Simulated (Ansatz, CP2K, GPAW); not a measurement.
# AlSn: 3 runs at one level of theory

```
Sn Al
1.0
     4.19811    0.00000    0.00000
    -2.09905    3.63567    0.00000
     0.00000    0.00000    3.30685
Sn Al
1 1
Direct
  0.33333 0.66667 0.50000
  0.00000 0.00000 0.00000
```

The cell comes from a database or a generator and needn't be the stable form of this composition.

Alike in all runs: task single point; functional PBEsol; k mesh 7 × 7 × 8; occupations gaussian, width 0.02 eV; no spin polarisation; no spin-orbit coupling. Pressure is positive in compression and, in plane waves, holds the error of the finite cutoff.

| program and potentials | plane-wave cutoff (eV) | notes | pressure (GPa) |
| --- | --- | --- | --- |
| Ansatz, all-electron LAPW, scalar-relativistic | - | - | -1.76 |
| CP2K, POTENTIAL_UZH Sn GTH-PBE-q4, Al GTH-PBE-q3; TZVP-MOLOPT-PBE-GTH basis | - | atomic basis; potentials made for PBE; 3.5 valence electrons an atom on average | 0.56 |
| GPAW, PAW data sets generated for this functional | 600 | 8.5 valence electrons an atom on average | -1.87 |

The pressure spans -1.87 (GPAW, PAW data sets generated for this functional) to 0.56 GPa (CP2K, POTENTIAL_UZH Sn GTH-PBE-q4, Al GTH-PBE-q3; TZVP-MOLOPT-PBE-GTH basis), with all-electron results at -1.76. Rows in atomic bases carry the error of their basis and grid, which can be large.

Differences between rows come from potentials, basis sets and numerical settings, since the functional is the same but for its coding. Runs on potential files found faulty are left out.
